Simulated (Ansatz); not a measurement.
TiTe₂ (P-3m1)

These are results of DFT PBE+D3(BJ), scalar-relativistic, plane waves, PAW in Ansatz, not measurements.

Cutoff 420 eV; k points 15×15×8 on the computed 3-atom cell (Γ-centred); Gaussian smearing, width 0.10 eV; no spin polarisation.

The structure is relaxed at this level of theory with its symmetry kept. Whether it is the stable form of this composition wasn't checked.

```
CELL_PARAMETERS angstrom
3.69628 0.00000 0.00000
-1.84814 3.20108 0.00000
0.00000 0.00000 6.38283
ATOMIC_POSITIONS crystal
Ti 0.00000 0.00000 0.00000
Te 0.66667 0.33333 0.27118
Te 0.33333 0.66667 0.72882
```

```json
{"Space group": "P-3m1 (No. 164)", "Volume per atom": "25.17 Å³", "Kohn–Sham band gap": "none (metal)", "Density of states at the Fermi level": "1.56 states/eV per cell", "Löwdin character within 0.5 eV of the Fermi level": "Ti 3d 70 %, Te 5p 25 %", "Bader charges (e)": "Ti (1 in the cell) 1.33, Te (2 in the cell) -0.66"}
```

Spin-orbit coupling is left out, which matters for the bands of heavy elements.